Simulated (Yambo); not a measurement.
Here is the system:

```
CELL_PARAMETERS angstrom
      0.00000     4.03366     4.03366
      4.03366     0.00000     4.03366
      4.03366     4.03366     0.00000
ATOMIC_POSITIONS crystal
  H  0.78577 0.78577 0.21423
  H  0.21423 0.21423 0.78577
  H  0.21423 0.78577 0.78577
  H  0.78577 0.21423 0.21423
  H  0.78577 0.21423 0.78577
  H  0.21423 0.78577 0.21423
  Ru 0.00000 0.00000 0.00000
  Ba 0.75000 0.75000 0.75000
  Ba 0.25000 0.25000 0.25000
```

Workflow: norm-conserving LDA (Quantum ESPRESSO, 88 Ry, without SOC), then G0W0 in Yambo (2×2×2 Γ-centred k mesh, bands 5 to 186 and a 7 Ry block in the screening, 186 bands in G with the Bruneval-Gonze terminator, plasmon pole fitted at 27.2 eV).

Give the LDA and G0W0 gaps between the band edges found on this mesh, and say where the edges lie.

Edges: Γ → X. LDA: 1.68 eV; G0W0: 2.69 eV. Nearest settings tried, and what they do to the gap: 142 bands in W, 142 bands in G: -8 meV; 6 Ry block (259 vectors against 307): -7 meV; 4×4×4 mesh: +51 meV. So the settings aren't converged at that level. The k mesh is coarse. Spin-orbit splittings are left out.

Geometry of the Materials Project entry, not relaxed at this level.

The structure is a Materials Project entry; no match was found in the copy of COD used, and its stability was not checked.
